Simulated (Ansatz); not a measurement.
Given:

WSe2:
```yaml
crystal:
  lattice:
    - [3.27906, 0.00000, 0.00000]
    - [-1.63953, 2.83975, 0.00000]
    - [0.00000, 0.00000, 12.78635]
  atoms:
    - { symbol: W, position: [0.66667, 0.33333, 0.25000] }
    - { symbol: W, position: [0.33333, 0.66667, 0.75000] }
    - { symbol: Se, position: [0.33333, 0.66667, 0.38172] }
    - { symbol: Se, position: [0.66667, 0.33333, 0.61828] }
    - { symbol: Se, position: [0.66667, 0.33333, 0.88172] }
    - { symbol: Se, position: [0.33333, 0.66667, 0.11828] }
```

This is the PBE+D3(BJ)-relaxed structure. Cartesian axes are those of the cell as given.

Problem. All from PBE+D3(BJ) in the plane-wave PAW code Ansatz, unless another level is named. Give the Hill bulk and shear moduli.

Solution. 57.6 and 44.9 GPa.

Problem. Give the zero-point energy.

Solution. 34.9 meV/atom.

Problem. And the elastic constants (relaxed ions, GPa)?

Solution. C11 = 202, C12 = 37.0, C13 = 12.9, C33 = 67.6, C44 = 23.2.

Space group P6_3/mmc. The PBE+D3(BJ) relaxation kept the symmetry of its start; phonons on a q-mesh show no instability. The run is not spin-polarised. Scalar-relativistic: spin–orbit coupling is off unless named, which matters more the heavier the elements.

Potentials: the later of the program's two PAW sets.
